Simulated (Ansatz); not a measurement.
Name crystals whose computed values (the program Ansatz at the PBEsol level (PAW)) fall in these windows: highest Γ mode, no LO–TO term (cm⁻¹) 140 to 190; B₀ by P(V) fit (GPa) 130 to 170.



```
crystal                     highest Γ mode, no LO–TO term (cm⁻¹)  B₀ by P(V) fit (GPa)
--------------------------  ------------------------------------  --------------------
AgAu, L1₀ or tetragonal B2                                   164                   146
ZrIr, rock salt                                              158                   170
InPd, CsCl type                                              145                   135
```
Others may fit too.

Typed or built starts, not in the databases checked: AgAu, L1₀ or tetragonal B2; ZrIr, rock salt. All cells were relaxed under the symmetry of their starts (and spin orders); stability against distortions was not tested throughout. Named crystals with no word on spin ran without spin polarisation. Scalar-relativistic: spin–orbit coupling is off unless named, which matters more the heavier the elements.

Potentials: the earlier of the program's two PAW sets. The files were generated under PBE; for other functionals the program regenerates the frozen cores, and for LDA and PBEsol the local potential too.
